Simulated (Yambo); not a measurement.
Yambo run on RbOH (space group Cmc2_1, No. 36). The wavefunctions are PBEsol (Quantum ESPRESSO, PseudoDojo norm-conserving, 84 Ry, no spin-orbit coupling) ones on a 4×4×2 mesh (16 occupied bands); a = b = 5.774 Å, c = 4.203 Å, α = β = 90.00°, γ = 138.22°.

Yambo input:

```
rim_cut
HF_and_locXC
RandQpts= 1000000
RandGvec= 1 Ry
EXXRLvcs= 84 Ry
VXCRLvcs= 336 Ry
% QPkrange
 1 | 1 | 16 | 17 |
 2 | 2 | 16 | 17 |
 5 | 5 | 16 | 17 |
 6 | 6 | 16 | 17 |
 13 | 13 | 16 | 17 |
 14 | 14 | 16 | 17 |
%
```

k points by index: 1 = Γ, 2 = (0, 0, -0.5), 5 = (0, -0.5, 0), 6 = (0, -0.5, -0.5), 13 = (-0.5, -0.5, 0), 14 = (-0.5, -0.5, -0.5).

The o-*.hf file then holds:

```
#    K-point    Band    Eo [eV]    Ehf [eV]    Vxc [eV]    Vnlxc [eV]
#
    1    16    0.000000    -5.846695    -18.46634    -24.31304
    1    17    3.578893    7.762327    -8.799936    -4.616502
    2    16    -0.492630    -6.123423    -17.70487    -23.33567
    2    17    6.121299    10.54723    -9.117419    -4.691484
    5    16    -0.473679    -6.215350    -17.92104    -23.66271
    5    17    6.207583    10.61679    -10.21190    -5.802695
    6    16    -0.244734    -5.976963    -18.13632    -23.86855
    6    17    6.014488    10.58491    -8.547192    -3.976770
    13    16    -0.018703    -5.889889    -18.48221    -24.35340
    13    17    5.184967    9.586232    -8.040074    -3.638809
    14    16    -0.480340    -6.381406    -17.62742    -23.52848
    14    17    6.181918    10.69396    -9.540997    -5.028951
```
Exchange alone, without screening.

Geometry of the Materials Project entry, not relaxed at this level.

The structure is a Materials Project entry; no match was found in the copy of COD used, and its stability was not checked.
